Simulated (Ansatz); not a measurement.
Consider the following.

GePt:
```xyz
2
Lattice="3.1890 0.0000 0.0000 0.0000 3.1890 0.0000 0.0000 0.0000 3.1890" Properties=species:S:1:pos:R:3 pbc="T T T"
Pt     0.0000     0.0000     0.0000
Ge     1.5945     1.5945     1.5945
```

This is the PBE-relaxed structure.

Problem. All from the program Ansatz at the PBE level (PAW), unless another level is named. Give the electronic character.

Solution. metallic (no gap).

Problem. What about the density of states at the Fermi level?

Solution. 0.50 states/eV per atom (mean over ±0.08 eV).

Problem. Next, the formation energy from the elements (no fitted shifts)?

Solution. -0.12 eV/atom.

Space group Pm-3m (CsCl type). The cell is a constructed one: a structure type filled with these elements; neither database checked (COD, Materials Project) lists it. COD files the formula under space group No. 62, so this cell is another polymorph or a model. Its standing as an ambient phase is unchecked. The PBE relaxation kept the symmetry of its start; its stability against distortions is not shown here. No spin polarisation was allowed. The references are the lowest solids computed at this level, not always the standard phases. Scalar-relativistic: spin–orbit coupling is off unless named, which matters more the heavier the elements.

Potentials: the later of the program's two PAW sets.
